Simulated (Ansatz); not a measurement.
Ta₂SnN:
Space group P6₃/mmc (No. 194); a = b = 3.260 Å, c = 13.447 Å, α = β = 90.00°, γ = 120.00°

```tsv
atom	site	symmetry	x	y	z
Sn	2d	-6m2	0.6667	0.3333	0.2500
Ta	4f	3m.	0.3333	0.6667	0.0807
N	2a	-3m.	0.0000	0.0000	0.0000
```

This is the r²SCAN-relaxed structure.

### Question
All from plane-wave PAW r²SCAN (Ansatz code), unless another level is named. Give the electronic character.

### Answer
metallic (no gap).

### Question
What about the density of states at the Fermi level?

### Answer
0.62 states/eV per atom (mean over ±0.08 eV).

### Question
And the formation energy from the elements (no fitted shifts)?

### Answer
-0.41 eV/atom.

Space group P6_3/mmc. The start of the workflow was typed in or built on a structure type; neither database checked (COD, Materials Project) lists it. Its standing as an ambient phase is unchecked. Symmetry was held in the r²SCAN relaxation; whether a distortion lowers the energy is not shown. No spin polarisation was allowed. The references are the lowest solids computed at this level, not always the standard phases (solids in place of the gases). Scalar-relativistic: spin–orbit coupling is off unless named, which matters more the heavier the elements.

Potentials: the earlier of the program's two PAW sets.
